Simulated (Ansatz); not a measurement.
Values for one crystal, relaxed and computed with r²SCAN in the plane-wave PAW code Ansatz; other levels are named.

```yaml
volume_per_atom: 23.57 Å³
electronic_character: metallic (no gap)
Formation energy from the elements (no fitted shifts): -0.81 eV/atom
Density of states at the Fermi level: 0.06 states/eV per atom (mean over ±0.08 eV)
```

Which compound is it?
(A) TiGe2, Fddd (Ti on 8b, Ge on 16f)
(B) La2Sb, I4/mmm (La on 4e, La on 4c, Sb on 4e)
(C) LaAlGe, I4_1md (La on 4a, Ge on 4a, Al on 4a)
(D) La4H9, I4/mmm (La on 4e, La on 4c, H on 16m, H on 2a)

C, LaAlGe, I4_1md (La on 4a, Ge on 4a, Al on 4a)

The workflow started from an entry of the Crystallography Open Database (COD). Its standing as an ambient phase is unchecked. The cell was relaxed with r²SCAN under the symmetry of its start; its stability against distortions is not shown here. The references are the lowest solids computed at this level, not always the standard phases. Scalar-relativistic: spin–orbit coupling is off unless named, which matters more the heavier the elements.

Potentials: the later of the program's two PAW sets.
